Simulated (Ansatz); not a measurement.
Polymorphs of HfO2, each relaxed with r²SCAN in the plane-wave PAW code Ansatz:

A: fluorite (Fm-3m)
a = b = c = 5.058 Å, α = β = γ = 90.00°

```tsv
atom	site	symmetry	x	y	z
Hf	4a	m-3m	0.0000	0.0000	0.0000
O	8c	-43m	0.2500	0.2500	0.2500
```

B: P4_2/nmc
a = b = 3.5768 Å, c = 5.2027 Å, α = β = γ = 90.00°

| atom | site | symmetry | x | y | z |
|---|---|---|---|---|---|
| Hf | 2a | -4m2 | 0.0000 | 0.0000 | 0.0000 |
| O | 4d | 2mm. | 0.0000 | 0.5000 | 0.1962 |

C: P2_1/c
a = 5.1141 Å, b = 5.1816 Å, c = 5.2953 Å, α = γ = 90.00°, β = 99.47°

| atom | site | symmetry | x | y | z |
|---|---|---|---|---|---|
| Hf | 4e | 1 | 0.2762 | 0.0418 | 0.2082 |
| O | 4e | 1 | 0.5520 | 0.2577 | 0.0215 |
| O | 4e | 1 | 0.0701 | 0.3338 | 0.3440 |

Task: Rank these by energy per atom at 0 K (lowest first), as r²SCAN gives it.

Result: C (+0 meV/atom), B (+48 meV/atom), A (+81 meV/atom)

Task: Give each one's gap.

Result: A 4.30 eV; B 5.27 eV; C 4.59 eV.

Not the usual ambient phase: A; B. Unstable at this level: A. All cells were relaxed under the symmetry of their starts (and spin orders); stability against distortions was not tested throughout. Rows with no word on spin ran without spin polarisation. Scalar-relativistic: spin–orbit coupling is off unless named, which matters more the heavier the elements.

Energies hold the estimated change up to a 700 eV cutoff; steps of a few meV lie near the error of the meshes.

Potentials: the later of the program's two PAW sets.
